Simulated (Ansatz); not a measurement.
W:
```cif
data_W
_chemical_formula_sum 'W1'
_space_group_name_H-M_alt 'P 1'
_space_group_IT_number 1
_cell_length_a 2.84190
_cell_length_b 2.84190
_cell_length_c 2.84190
_cell_angle_alpha 60.000
_cell_angle_beta 60.000
_cell_angle_gamma 60.000
loop_
_space_group_symop_operation_xyz
  'x, y, z'
loop_
_atom_site_label
_atom_site_type_symbol
_atom_site_fract_x
_atom_site_fract_y
_atom_site_fract_z
_atom_site_occupancy
W1 W 0.00000 0.00000 0.00000 1
```

This is the r²SCAN-relaxed structure.

### Question
All from r²SCAN in the plane-wave PAW code Ansatz, unless another level is named. Predict the density of states at the Fermi level.

### Answer
1.3 states/eV per atom (mean over ±0.08 eV).

### Question
Predict the gap with spin–orbit coupling.

### Answer
none (metallic).

Space group Fm-3m (fcc (Cu type)). The workflow started from an entry of the Crystallography Open Database (COD), which files this formula under 6 space groups. It is not the phase usual at ambient conditions (space group No. 229). Symmetry was held in the r²SCAN relaxation. At this level the phase is mechanically unstable. No spin polarisation was allowed. Spin–orbit coupling is left out wherever it is not named.

Potentials: the earlier of the program's two PAW sets.
